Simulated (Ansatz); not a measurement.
The elements of this relaxed trial crystal are hidden behind letters.

```
lattice vectors (Å)
  -2.5301    2.5301    2.5301
   2.5301   -2.5301    2.5301
   2.5301    2.5301   -2.5301
fractional positions
X 0.0000 0.0000 0.5251
X 0.5251 0.0000 0.0000
X 0.0000 0.5251 0.0000
X 0.4749 0.4749 0.4749
Z 0.0000 0.0000 0.0000
```

Computed with DFT PBE, scalar-relativistic, plane waves, PAW (Ansatz 0.2.0). Cutoff 420 eV, Γ-centred 10×10×10 mesh (5-atom cell), Gaussian smearing of 0.10 eV, no spin polarisation.

| Item | Value |
| --- | --- |
| Space group | I-43m (No. 217) |
| Conventional cell | a = 5.060 Å |
| Volume per atom | 12.96 Å³ |
| Density | 6.92 g/cm³ |
| Energy over the elements | +0.28 eV/atom |
| Gap on the 10×10×10 mesh of the 5-atom cell | 0 eV (a metal) |

Energies are uncorrected and count from the elements' standard states at the same level.

**Question.** X is a d-block element of period 4 and Z is a p-block element of period 2. Which elements are they?

**Answer.** X = Cu, Z = O, so the formula is Cu4O. Density times volume gives a mean mass of 6.92 × 12.96/1.6605 = 54.0 u per atom, and this set has 54.0 u. Among the elements that the hints allow, noble gases aside, only these give it. Cu has 1 O at 2.08 Å, 1 O at 2.30 Å and 6 Cu at 2.54 Å; around O lie 4 Cu at 2.08 Å and 4 Cu at 2.30 Å.

No Hubbard U is applied to the 3d shell of Cu. Symmetry constrained the relaxation, so the result can be a saddle point. Another cell of Cu4O relaxed alike, in Pm-3m, lies 183 meV/atom lower, so this cell isn't the stable form at this level.
